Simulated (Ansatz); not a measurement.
The relaxed structure here is a generated cell of Si2Mo: the first start was made by placing the elements on the sites of a structure type, and the end was not matched to a known phase here, so it may be hypothetical. Known forms of Si2Mo include space group No. 139.

A relaxed cell of Si₂Mo (Cmcm (No. 63)), relaxed on a k-mesh at least as fine as the one used below. Calculation: PBE (plane waves to 420 eV, PAW, scalar-relativistic; Ansatz, a quantum-chemistry and plane-wave program). Γ-centred k-mesh 9×9×10 on the run's cell (coarser than for final values), Fermi–Dirac smearing 0.05 eV.

```
CELL_PARAMETERS angstrom
      1.98314    -6.42742     0.00000
      1.98314     6.42742     0.00000
      0.00000     0.00000     3.29393
ATOMIC_POSITIONS crystal
  Si 0.92954 0.07046 0.75000
  Si 0.07046 0.92954 0.25000
  Si 0.23928 0.76072 0.75000
  Si 0.76072 0.23928 0.25000
  Mo 0.60753 0.39247 0.75000
  Mo 0.39247 0.60753 0.25000
```

The atoms are displaced along an unstable phonon of this cell by (Å):

```
atom      ux     uy     uz
----  ------  -----  -----
Si1    0.141  0.000  0.000
Si2   -0.141  0.000  0.000
Si3   -0.030  0.000  0.000
Si4    0.030  0.000  0.000
Mo5   -0.150  0.000  0.000
Mo6    0.150  0.000  0.000
```

### Question
What forces (eV/Å) and pressure result?

### Answer
| atom | Fx | Fy | Fz |
|---|---|---|---|
| Si1 | 0.01 | -0.18 | 0.00 |
| Si2 | -0.01 | 0.18 | 0.00 |
| Si3 | -0.02 | -0.10 | 0.00 |
| Si4 | 0.02 | 0.10 | 0.00 |
| Mo5 | 0.04 | 0.15 | 0.00 |
| Mo6 | -0.04 | -0.15 | 0.00 |

Pressure +0.5 GPa.

The undisplaced cell is probably no minimum: from this displacement the run went on to P2₁/m (No. 11), 0.04 eV/atom below it.

No spin polarisation in the result.
